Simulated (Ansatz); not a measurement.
# SrCoO3, first-principles data

SrCoO3:
```
CELL_PARAMETERS angstrom
      3.76954     0.00000     0.00000
      0.00000     3.76954     0.00000
      0.00000     0.00000     3.76954
ATOMIC_POSITIONS crystal
  Sr 0.00000 0.00000 0.00000
  Co 0.50000 0.50000 0.50000
  O  0.50000 0.50000 0.00000
  O  0.00000 0.50000 0.50000
  O  0.50000 0.00000 0.50000
```
The run is spin-polarised; directions of the spins, atom by atom: 0 ↑ 0 0 0.

Space group Pm-3m (No. 221), cubic perovskite; conventional cell a = 3.770 Å, b = 3.770 Å, c = 3.770 Å, α = 90.00°, β = 90.00°, γ = 90.00°.

Method: PBEsol (plane waves, PAW; program Ansatz). Structure relaxed to zero pressure with the same functional. Other levels are named where they apply.

Cell and energy:

```json
{
 "volume_per_atom": "10.71 Å³",
 "density": "6.03 g/cm³",
 "Formation energy from the elements (no fitted shifts)": "-1.77 eV/atom"
}
```

Electronic structure:

```json
{
  "electronic_character": "metallic (no gap)",
  "Density of states at the Fermi level": "0.62 states/eV per atom (mean over ±0.08 eV)"
}
```

Magnetism:

```json
{
 "magnetic_order": "ferromagnetic",
 "net_moment": "0.48 μB per atom"
}
```

Mechanics:

```json
{
  "Bulk modulus (Birch–Murnaghan fit)": "175 GPa",
  "Pressure derivative B′": "4.8",
  "Elastic constants (relaxed ions, GPa)": "C11 = 242, C12 = 136, C44 = 107",
  "mechanical_stability": "stable (all eigenvalues of C positive)",
  "hill_bulk_and_shear_moduli": "172 and 80.6 GPa",
  "Young's modulus": "209 GPa",
  "Poisson's ratio": "0.30",
  "debye_temperature_from_the_elastic_constants": "551 K"
}
```

The workflow started from an entry of the Crystallography Open Database (COD). Whether it is the stable phase at ambient conditions was not checked. The cell was relaxed with PBEsol under the symmetry of its start; its stability against distortions is not shown here. Magnetic state: ferromagnetic, chosen from 4 collinear starts compared on coarse meshes (ties went to the first, and starts can fall back to one state), not a proven ground state. No Hubbard U is applied. The compound may be a true metal, but semilocal functionals without U, or a wrong spin order, can also close a gap. As this level gives no gap, shear constants depend on the k-mesh and smearing (Fermi–Dirac, 0.1 eV here). The references are the lowest solids computed at this level, not always the standard phases (solids in place of the gases). Scalar-relativistic: spin–orbit coupling is off unless named, which matters more the heavier the elements.

Potentials: the later of the program's two PAW sets.
